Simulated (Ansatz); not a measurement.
Data:

LiCl (rock salt)

```
CELL_PARAMETERS angstrom
      0.00000     2.55614     2.55614
      2.55614     0.00000     2.55614
      2.55614     2.55614     0.00000
ATOMIC_POSITIONS crystal
  Cl 0.00000 0.00000 0.00000
  Li 0.50000 0.50000 0.50000
```

The atoms are displaced by Q × the pattern below (from a DFPT mode at Γ, largest move 1; Q in Å), at fixed cell. It is one choice among 3 degenerate patterns.

```tsv
atom	x	y	z
Cl1	0.000	0.000	0.196
Li2	0.000	0.000	-1.000
```

Method: r2SCAN (plane waves to 500 eV, PAW, scalar-relativistic; Ansatz, a program for electronic structure). k mesh 11×11×11 (Γ-centred), Fermi-Dirac smearing 0.05 eV. Energies are smeared free energies. LiCl was relaxed with its symmetry unable to fall. ΔE is measured from the undisplaced structure.

The scan covers Q from -0.100 to 0.100 Å in 13 points.

**Question.** Is the energy the same for equal positive and negative displacements?

**Answer.** Even: the same for both signs.

**Question.** Which space group does the distorted structure have?

**Answer.** I4mm (No. 107), lowered from Fm-3m.

**Question.** What is the energy change at Q = 0.100 Å?

**Answer.** 6.0 meV/cell.

**Question.** What harmonic wavenumber does the curvature at Q = 0 give?

**Answer.** 192 cm⁻¹.

(For displaced atoms, the force is minus the slope of the energy, and its curvature is a force constant, which sets phonon frequencies.)
